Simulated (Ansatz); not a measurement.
An elastic tensor (GPa, Voigt order, standard axes) from PBEsol (plane waves, PAW; program Ansatz):

|  | 1 | 2 | 3 | 4 | 5 | 6 |
|---|---|---|---|---|---|---|
| 1 | 281 | 129 | 85.0 | 0.0 | 0.0 | 0.0 |
| 2 | 129 | 281 | 85.0 | 0.0 | 0.0 | 0.0 |
| 3 | 85.0 | 85.0 | 257 | 0.0 | 0.0 | 0.0 |
| 4 | 0.0 | 0.0 | 0.0 | 112 | 0.0 | 0.0 |
| 5 | 0.0 | 0.0 | 0.0 | 0.0 | 112 | 0.0 |
| 6 | 0.0 | 0.0 | 0.0 | 0.0 | 0.0 | 161 |

Problem. Which of these materials gives this?
(A) AlGa3As4, P-4m2 (Pearson symbol tP8)
(B) Al3GaAs4, P-4m2 (Pearson symbol tP8)
(C) SrAlO2F, P4/mmm (Sr on 1d, Al on 1a, O on 2f, F on 1b)
(D) BaInHO2, P4/mmm (Ba on 1d, In on 1a, O on 2f, H on 1b)

Solution. C, SrAlO2F, P4/mmm (Sr on 1d, Al on 1a, O on 2f, F on 1b)

The start of the workflow was typed in or built on a structure type; neither database checked (COD, Materials Project) lists it. Whether it is the stable phase at ambient conditions was not checked. Symmetry was held in the PBEsol relaxation; its stability against distortions is not shown here.

Potentials: the earlier of the program's two PAW sets. The files were generated under PBE; for other functionals the program regenerates the frozen cores, and for LDA and PBEsol the local potential too.
